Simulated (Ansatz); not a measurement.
The elements of this relaxed trial crystal are hidden behind letters.

```
lattice vectors (Å)
   4.0077    0.0000    0.0000
  -2.0039    3.4708    0.0000
   0.0000    0.0000    9.8230
fractional positions
X 0.3333 0.6667 0.1817
X 0.6667 0.3333 0.8183
X 0.0000 0.0000 0.5000
Z 0.0000 0.0000 0.0000
Q 0.3333 0.6667 0.6593
Q 0.6667 0.3333 0.3407
```

The calculation used DFT PBE, scalar-relativistic, plane waves, PAW (Ansatz 0.2.0). Settings of the last relaxation (6-atom cell): 420 eV, 12×12×4 k points, Gaussian smearing of 0.02 eV, no spin polarisation.

```
Space group                                : P-3m1 (No. 164)
Conventional cell                          : a = 4.008 Å, c = 9.823 Å
Volume per atom                            : 22.77 Å³
Density                                    : 4.36 g/cm³
Energy over the elements                   : −1.074 eV/atom
Gap on the 12×12×4 mesh of the 6-atom cell : 0.50 eV
```

Energies are uncorrected and count from the elements' standard states at the same level.

Task: X is an s-block element of period 3, Z is a p-block element of period 5 and Q is a p-block element of period 4. Which elements are they?

Result: X = Mg, Z = Te, Q = Se, so the formula is Mg3TeSe2. Density times volume gives a mean mass of 4.36 × 22.77/1.6605 = 59.8 u per atom, and this set has 59.7 u. Mg on a site of symmetry 3m is surrounded by 3 Se at 2.79 Å and 3 Te at 2.92 Å; Te has 6 Mg at 2.92 Å; around Se lie 6 Mg at 2.79 Å; 1 more site not described. Other sets within the hints have nearly the same mass, so mass alone doesn't settle it; this one was computed.

These runs have no spin–orbit coupling, which can matter for Te. Kohn–Sham gaps at this level usually fall short of measured ones. The missing spin–orbit coupling can work the other way here. Symmetry constrained the relaxation, so the result can be a saddle point.
